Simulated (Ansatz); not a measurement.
# TiSb2: enthalpy against pressure

TiSb2, I4/mcm, a = 6.635 Å, c = 5.714 Å. The structure is a COD entry; whether it is the stable form wasn't checked. Ansatz: PBEsol, PAW, 420 eV, Γ-centred 8×8×8 mesh on 6 atoms, Gaussian smearing 0.10 eV; no spin polarisation. Cell and atoms are relaxed at each pressure, and no other structure is tried, so the rows at high pressure may lie past a change of phase. y is the enthalpy over the state at zero pressure; there V0 = 20.963 Å³/atom. The pressures are the targets, met within 0.04 GPa.

```tsv
P (GPa)	y (eV/atom)
-1.0	-0.1315
0.0	0.0000
1.0	0.1302
4.0	0.5135
12.0	1.4909
25.0	?
50.0	5.5855
90.0	9.3385
```

Problem. Fit y = c1 P + c2 P² + c3 P³ to the other rows, say what c1 and c2 mean, and predict the missing value.

Solution. Least squares on the rows shown. y = 0.12941 P − 0.00044047 P² + 1.7273×10⁻⁶ P³. Since dH/dP = V, c1 is V0: 0.12941 eV/GPa × 160.2 = 20.731 Å³ against 20.963; c2 = −V0/(2B0) gives B0 = 147 GPa, where a Birch–Murnaghan fit to the volumes of the same runs (not shown) gives 99 GPa: a cubic over this range folds the higher terms into c2. Above P = −c2/(3 c3) = 85 GPa the cubic's slope, the volume, would rise with pressure, so the form fails there. At P = 25.0 the fit asked for gives 2.9869 eV/atom. The run gave 2.9746 eV/atom, so the fit is 0.0123 eV/atom too high, 0.13 % of the span of the series, against an rms of 0.0016 eV/atom on the fitted rows. With a term in P⁴ added, a fit to the same known rows predicts 2.9702 eV/atom, so most of the miss is curvature that the known rows already hold. Also, this row ran on the mesh 10×10×10, its neighbour on 8×8×8, which can shift it a little.

The mesh isn't the same in all rows (8×8×8, 10×10×10).